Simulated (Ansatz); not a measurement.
Question: Name crystals whose computed values (plane-wave PAW LDA (Ansatz code)) fall in these windows: B₀ by P(V) fit (GPa) 49 to 63; highest Γ mode, no LO–TO term (cm⁻¹) 130 to 190.

Answer: 

```
crystal                                                   B₀ by P(V) fit (GPa)  highest Γ mode, no LO–TO term (cm⁻¹)
--------------------------------------------------------  --------------------  ------------------------------------
Sn2PbSe3, P-3m1 (Sn on 2d, Pb on 1a, Se on 2d, Se on 1b)                  59.0                                   160
ZnCdTe2, R3m (Zn on 3a, Cd on 3a, Te on 3a, Te on 3a)                     49.5                                   182
Te2Pt, P-3m1 (Te on 2d, Pt on 1a)                                         62.7                                   173
Pb4Se3S, P4/mmm (Pearson symbol tP8)                                      59.4                                   180
Cd2TeSe, P-4m2 (Cd on 2g, Te on 1d, Se on 1b)                             51.4                                   176
```
Others may fit too.

Standing as an ambient phase not checked: Sn2PbSe3, P-3m1 (Sn on 2d, Pb on 1a, Se on 2d, Se on 1b); ZnCdTe2, R3m (Zn on 3a, Cd on 3a, Te on 3a, Te on 3a); Pb4Se3S, P4/mmm (Pearson symbol tP8); Cd2TeSe, P-4m2 (Cd on 2g, Te on 1d, Se on 1b). Weakly bound layers, chains or molecules computed without a dispersion correction, so cells and soft constants are ill determined: Te2Pt, P-3m1 (Te on 2d, Pt on 1a). Perhaps ordered models of mixed-site phases: Sn2PbSe3, P-3m1 (Sn on 2d, Pb on 1a, Se on 2d, Se on 1b); Pb4Se3S, P4/mmm (Pearson symbol tP8). All cells were relaxed under the symmetry of their starts (and spin orders); stability against distortions was not tested throughout. Rows with no word on spin ran without spin polarisation. Scalar-relativistic: spin–orbit coupling is off unless named, which matters more the heavier the elements.

Potentials: the later of the program's two PAW sets.
